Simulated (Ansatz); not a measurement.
PbI2:
```
PbI2
1.0
    4.55941     0.00000     0.00000
   -2.27971     3.94856     0.00000
    0.00000     0.00000     6.97132
Pb I
1 2
Direct
  0.00000   0.00000   0.00000
  0.33333   0.66667   0.27092
  0.66667   0.33333   0.72908
```

Relaxed with PBE+D3(BJ). Special points in fractions of this cell's reciprocal vectors: Γ (0.000, 0.000, 0.000); M (0.500, 0.000, 0.000); K (0.333, 0.333, 0.000); A (0.000, 0.000, 0.500); L (0.500, 0.000, 0.500); H (0.333, 0.333, 0.500).

Problem. List the band energies nearest the valence-band maximum at these points for PBE+D3(BJ) with spin–orbit coupling (plane waves, PAW; program Ansatz).

Solution. In eV from the valence-band maximum; about four levels below and three above (degenerate sets whole), none deeper than 8.9 eV; points with the same levels are listed once.

| k | below | above |
|---|---|---|
| Γ | -0.82 -0.82 -0.82 -0.82 -0.65 -0.65 | 1.58 1.58 3.07 3.07 |
| M | -1.00 -1.00 -0.38 -0.38 | 2.23 2.23 3.52 3.52 |
| K | -1.81 -1.81 -0.93 -0.93 | 3.30 3.30 4.25 4.25 |
| A | -0.61 -0.61 0.00 0.00 | 1.37 1.37 2.83 2.83 |
| L | -1.22 -1.22 -0.72 -0.72 | 2.51 2.51 3.40 3.40 |
| H | -0.91 -0.91 -0.22 -0.22 | 2.39 2.39 3.34 3.34 |

Space group P-3m1 (CdI2 type). The cell was relaxed with PBE+D3(BJ) under the symmetry of its start; of distortions, only those at the zone centre were tested.

Potentials: the later of the program's two PAW sets.
